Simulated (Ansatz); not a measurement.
A crystal relaxed with r2SCAN in the plane-wave code Ansatz has space group Cm (No. 8) and a = 13.173 Å, b = 3.974 Å, c = 6.888 Å, β = 100.0°.

```
atom  site       x       y       z
  Xx    2a  0.4970  0.5000  0.9910
  Xx    2a  0.0029  0.5000  0.5072
  Xx    2a  0.2507  0.0000  0.7511
  Sb    2a  0.2490  0.5000  0.2497
  Ga    2a  0.0477  0.5000  0.1825
  Ga    2a  0.0664  0.0000  0.6872
  Ga    2a  0.3151  0.5000  0.9179
  Ga    2a  0.3212  0.0000  0.4633
```

The r2SCAN gap is direct at Γ: 0.69 eV. The HSE06 gap is direct at Γ: 1.10 eV. PBE gives a direct gap of 0.32 eV at Γ. Meshes: r2SCAN 6×6×4, HSE06 4×4×2, PBE 6×6×4.

**Question.** Which element is Xx?
A. As
B. N
C. Bi
D. P

**Answer.** D. Xx is P: an ordered 8-atom cell of Ga4SbP3 on the zincblende lattice (Cm). P has 4 Ga at 2.36–2.43 Å; P has 4 Ga at 2.36–2.41 Å; P has 4 Ga at 2.33–2.39 Å; Sb has 4 Ga at 2.56–2.61 Å; Ga has 3 P at 2.41 Å and 1 Sb at 2.61 Å; Ga has 4 P at 2.39–2.43 Å; Ga has 3 P at 2.36–2.38 Å and 1 Sb at 2.58 Å; Ga has 2 P at 2.33–2.36 Å and 2 Sb at 2.56 Å.

The cell comes from a prototype generator: it can be a known phase or a hypothetical one. Spin polarisation is off.

No spin-orbit coupling is included; it can move band edges with weight on the heavy atoms by tenths of an eV.

The meshes of the hybrids are coarse, so their gaps aren't converged to the digits shown.
